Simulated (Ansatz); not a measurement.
This is a single-point calculation with Ansatz on In4BiSb3, ordered on the zincblende lattice (I-42m) with 8 atoms a cell; the level of theory is r2SCAN. The cell was relaxed beforehand with r2SCAN.

input.yaml:
```yaml
crystal:
  lattice:
    - [-3.3026911407, 3.3026911407, 6.607253889]
    - [3.3026911407, -3.3026911407, 6.607253889]
    - [3.3026911407, 3.3026911407, -6.607253889]
  atoms:
    - { symbol: Sb, position: [0.25, 0.75, 0.5] }
    - { symbol: In, position: [0.8722707606, 0.3810023274, 0.0] }
    - { symbol: Sb, position: [0.5, 0.5, 0.0] }
    - { symbol: In, position: [0.1277292394, 0.1277292394, 0.5087315668] }
    - { symbol: Sb, position: [0.75, 0.25, 0.5] }
    - { symbol: In, position: [0.3810023274, 0.8722707606, 0.0] }
    - { symbol: Bi, position: [0.0, 0.0, 0.0] }
    - { symbol: In, position: [0.6189976726, 0.6189976726, 0.4912684332] }
kpoints:
  mp_grid: { grid: [6, 6, 6] }
  band_path:
    path:
      - [0.0, 0.0, 0.0]
      - [0.0, 0.0, 0.5]
      - [0.25, 0.25, 0.25]
      - [0.0, 0.5, 0.0]
      - [0.5, 0.5, -0.5]
      - [0.3124645968, 0.6875354032, -0.3124645968]
      - [-0.3124645968, 0.3124645968, 0.3124645968]
      - [-0.1249291936, 0.1249291936, 0.5]
      - [0.5, 0.5, -0.1249291936]
    npoints: 1
hamiltonian:
  xc: r2scan
scf:
  occupations: { method: fermi_dirac, width: 0.02 }
  n_extra_bands: 6
output:
  forces: true
  stress: true
  eigenvalues: true
```

Run as `ansatz run input.yaml --threads 2 --pin off --max-ram 20275MiB --backend cpu --events-out ev --progress --plain --runs-dir out`.

**Question.** What wall time did it need on 2 threads of AMD EPYC 7R13 Processor (Zen 3), with other jobs on the host, load about 31.5 per core, and what peak of host memory did it reach?

**Answer.** About 50 s, with a peak of 1.8 GiB.

What the program printed (shortened):
```
Functional definition: r2SCAN
Crystal: 8 atoms, lattice volume = 288.282 Å³
Basis set: ecut = 500 eV, 7241 PW (Γ)
Bands: 62, of which v1, the nominal top of the filled ones, is band 56 counted from 1 (55 counted from 0)
Symmetry: 8 space group operations
Space group: I-42m (ITA 121)
k-points: 30 of 216 (time reversal used)
preconditioner: auto → Resta (q_TF=auto, 2.331 Å⁻¹)  ε∞=3.1  [σ=0.020 eV  ℏωp=18.6 eV]
NSCF: frozen V_eff on 9 k-points
SCF converged after 7 iterations
Free energy (F): -54357.349736 eV
Internal energy: -54357.349369 eV  (E = F + TS)
E sigma→0 (E₀):  -54357.349553 eV
Entropy (-TS):   -0.000367 eV (-0.046 meV/atom)
Fermi energy:    6.794260 eV
--- Stress (GPa, compression-positive) ---
       -0.007277       0.000000       0.000000
        0.000000      -0.007277       0.000000
        0.000000       0.000000      -0.007432
  P = ⅓ Tr σ = -0.0073 GPa (-0.073 kbar)
--- Band table (eV; the first three rows and the last of 30) ---
  k-point 0: bands = […, 4.1549, 4.5681, 4.5681, 6.3792, 6.7780, 6.7810, 6.7810, 8.3167, 8.3286, 9.9545, …]
  k-point 1: bands = […, 4.6716, 4.7072, 4.8248, 4.8293, 6.2324, 6.6754, 7.9063, 8.4429, 9.4711, 9.6759, …]
  k-point 2: bands = […, 4.7618, 5.1007, 5.1228, 5.5034, 5.5400, 6.3280, 8.3446, 8.5473, 8.6298, 8.7981, …]
  k-point 29: bands = […, 4.5445, 4.6333, 5.2845, 5.2845, 5.5008, 5.5008, 8.1605, 8.3238, 8.3238, 8.4720, …]
```

The rows of the band table are 0: (0, 0, 0) = Γ, 1: (0, 0, 1/6), 2: (0, 0, 1/3), 29: (-1/2, -1/2, -1/2) = M.

The file bands.tsv (bands near the Fermi energy, numbered from 0, rounded):
```tsv
# k_distance	band_51	band_52	band_53	band_54	band_55	band_56	band_57	band_58	band_59
# fermi_ev = 6.794260
# [0, 0, 0] at k_distance = 0.000000
# [0, 0, 0.5] at k_distance = 0.672616
# [0.25, 0.25, 0.25] at k_distance = 0.910354
# [0, 0.5, 0] at k_distance = 1.385965
# [0.5, 0.5, -0.5] at k_distance = 1.917684
# [0.3124645968, 0.6875354032, -0.3124645968] at k_distance = 2.274460
# [-0.3124645968, 0.3124645968, 0.3124645968] at k_distance = 2.806028
# [-0.1249291936, 0.1249291936, 0.5] at k_distance = 3.162804
# [0.5, 0.5, -0.1249291936] at k_distance = 3.694372
# levels_relative_to = fermi_ev
0.000	-2.226	-2.226	-0.415	-0.016	-0.013	-0.013	1.522	1.534	3.160
0.673	-1.114	-1.098	-0.986	-0.888	-0.868	0.458	0.654	2.082	2.167
0.910	-1.834	-1.145	-1.131	-0.912	-0.912	1.268	1.533	1.533	1.690
1.386	-1.977	-1.898	-1.795	-1.186	-1.019	2.233	2.376	2.687	2.712
1.918	-2.161	-1.510	-1.510	-1.293	-1.293	1.366	1.530	1.530	1.678
2.274	-2.303	-1.766	-1.744	-0.988	-0.925	1.549	2.078	2.317	2.391
2.806	-2.303	-1.766	-1.744	-0.988	-0.925	1.549	2.078	2.317	2.391
3.163	-1.424	-1.213	-1.191	-1.180	-0.956	0.863	1.029	2.617	2.691
3.694	-1.424	-1.213	-1.191	-1.180	-0.956	0.863	1.029	2.617	2.691
```
In order the rows are Γ, X, P, N, M, S, S₀, R, G.

r2SCAN gives a gap of zero: filled and empty bands touch at Γ. The mean stress is close to zero (-0.01 GPa).

No spin polarisation. The prototype was imposed, so other structures may be more stable.

Spin-orbit coupling is left out, which matters wherever the heavy atoms make up the band edges.
